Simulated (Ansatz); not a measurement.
Total density of states per atom from r²SCAN (plane waves, PAW; program Ansatz), in 0.25 eV bins, energy from the valence-band maximum:

(E (eV), states/eV/atom): (-7.85, 0.06); (-7.60, 0.24); (-7.35, 0.47); (-7.10, 0.39); (-6.85, 0.42); (-6.60, 0.40); (-6.35, 0.39); (-6.10, 0.53); (-5.85, 0.09); (-5.60, 0.00); (-5.35, 0.00); (-5.10, 0.00); (-4.85, 0.00); (-4.60, 0.14); (-4.35, 0.46); (-4.10, 0.40); (-3.85, 0.46); (-3.60, 0.38); (-3.35, 0.34); (-3.10, 0.54); (-2.85, 0.44); (-2.60, 0.66); (-2.35, 0.52); (-2.10, 0.59); (-1.85, 0.57); (-1.60, 0.54); (-1.35, 0.38); (-1.10, 0.46); (-0.85, 0.41); (-0.60, 0.42); (-0.35, 0.26); (-0.10, 0.03); (0.15, 0.00); (0.40, 0.00); (0.65, 0.00); (0.90, 0.00); (1.15, 0.00); (1.40, 0.00); (1.65, 0.00); (1.90, 0.00); (2.15, 0.00); (2.40, 0.00); (2.65, 0.00); (2.90, 0.00); (3.15, 0.00); (3.40, 0.00); (3.65, 0.00); (3.90, 0.00); (4.15, 0.03); (4.40, 0.12); (4.65, 0.19); (4.90, 0.21); (5.15, 0.34); (5.40, 0.28); (5.65, 0.31); (5.90, 0.38); (6.15, 0.33); (6.40, 0.47); (6.65, 0.46); (6.90, 0.38); (7.15, 0.39); (7.40, 0.54); (7.65, 0.53); (7.90, 0.44); (8.15, 0.43); (8.40, 0.52); (8.65, 0.50); (8.90, 0.48)

Pick the material that matches.
A. P3N5, C2/c (Pearson symbol mS32)
B. Pd3S, Cmcm (Pd on 8g, Pd on 4b, S on 4c)
C. Ti5Se4, I4/m (Ti on 2a, Ti on 8h, Se on 8h)
D. W2N3, Cm (Pearson symbol mS20)

A, P3N5, C2/c (Pearson symbol mS32). Top 1 eV of the valence band: N 2p 94 %. Bottom 1 eV of the conduction band: P 3p 50 %, N 2p 14 %, N 2s 13 %, P 3s 7 %, outside the projected shells 16 %. Projections are on Löwdin-orthogonalised atomic valence shells; empty p or d shells of many metals are not among them.

The workflow started from a Materials Project entry (that database holds measured and hypothetical structures alike); the Crystallography Open Database copy checked does not list it. Whether it is the stable phase at ambient conditions was not checked. The cell was relaxed with r²SCAN under the symmetry of its start; its stability against distortions is not shown here.

Potentials: the earlier of the program's two PAW sets.
